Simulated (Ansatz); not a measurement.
In DFT-r²SCAN in the program Ansatz with PAW potentials, Re in the diamond structure (Fd-3m) relaxes to a = 5.615 Å. Re has 4 nearest neighbours from 2.43 Å (tetrahedral).

Electronic character: metallic (no gap). Gap from r²SCAN with spin–orbit coupling: none (metallic).

The bulk modulus is 1900 kbar. The relaxed-ion elastic constants in GPa are C11 = 212, C12 = 179, C44 = -58.9.

The start of the workflow was typed in or built on a structure type; neither database checked (COD, Materials Project) lists it. It is not the phase usual at ambient conditions (space group No. 194). Symmetry was held in the r²SCAN relaxation. At this level the phase is mechanically unstable. The run is not spin-polarised. As this level gives no gap, shear constants depend on the k-mesh and smearing (Fermi–Dirac, 0.1 eV here). Scalar-relativistic: spin–orbit coupling is off unless named, which matters more the heavier the elements.

Potentials: the earlier of the program's two PAW sets.
